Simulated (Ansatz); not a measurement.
## Na (Im-3m), an elastic constant from a strain scan

Theory: DFT PBEsol, scalar-relativistic, plane waves, PAW (Ansatz 0.2.0). Cutoff 420 eV, Γ-centred 16×16×16 k-points, Gaussian smearing of 0.15 eV. No spin polarisation. Energies are free energies at this smearing, counted from the undisturbed cell; pressure is positive in compression.

Reference structure (as given, not relaxed at this level; it stands at -0.3 GPa):

```
Na
1.0
    -2.11750    2.11750    2.11750
     2.11750   -2.11750    2.11750
     2.11750    2.11750   -2.11750
Na
1
Direct
  0.00000 0.00000 0.00000
```

The cell is strained by ε times the Voigt pattern (0, 0, 0, 0, 1, 0) (xx, yy, zz, yz, xz, xy; engineering shear) with fractional coordinates fixed. The cell holds 1 atom in V0 = 37.98 Å³. The stress column is τ = (1/V0) dE/dε, got from the stress tensor σ (compression positive) at each point as −det(1 + εP) σ : P(1 + εP)⁻¹, with P the pattern as a tensor.

| ε | ΔE (meV/atom) | τ (GPa) |
| --- | --- | --- |
| -0.0875 | 5.572 | -0.541 |
| -0.0750 | 4.083 | -0.464 |
| -0.0625 | 2.826 | -0.385 |
| -0.0500 | 1.802 | -0.306 |
| -0.0375 | 1.010 | -0.228 |
| -0.0250 | 0.448 | -0.151 |
| -0.0125 | 0.112 | -0.075 |
| 0.0000 | 0.000 | 0.000 |
| 0.0125 | 0.112 | 0.075 |
| 0.0250 | 0.448 | 0.151 |
| 0.0375 | 1.010 | 0.228 |
| 0.0500 | 1.802 | 0.306 |
| 0.0625 | 2.826 | 0.385 |
| 0.0750 | 4.083 | 0.464 |
| 0.0875 | 5.572 | 0.541 |
| 0.1000 | ? | ? |

Which combination of elastic constants does this scan measure, and how large is it?

For small ε, τ = τ0 + Kε with K = pᵀCp, which for this pattern is C44 in the cubic axes. The parabola through τ at ε = -0.0125, 0 and 0.0125 has slope K = 6.0 GPa at zero. The energies per cell, E = NΔE, of the same two points give K = 2[E(ε₊)/ε₊ − E(ε₋)/ε₋]/[(ε₊ − ε₋)V0] = 6.0 GPa, in agreement. The start is under stress, which shifts K from the elastic constant by about the size of that stress.

Predict the withheld row at ε = 0.1000 from the harmonic law, and compare.

ΔE = V0(τ0 ε + Kε²/2)/N = 7.158 meV/atom and τ = 0.60 GPa. The calculation gives 7.286 meV/atom and 0.62 GPa, a miss of 1.8 % of the harmonic energy, so the harmonic law still holds here.

In a metal these slopes depend on the k mesh and the smearing.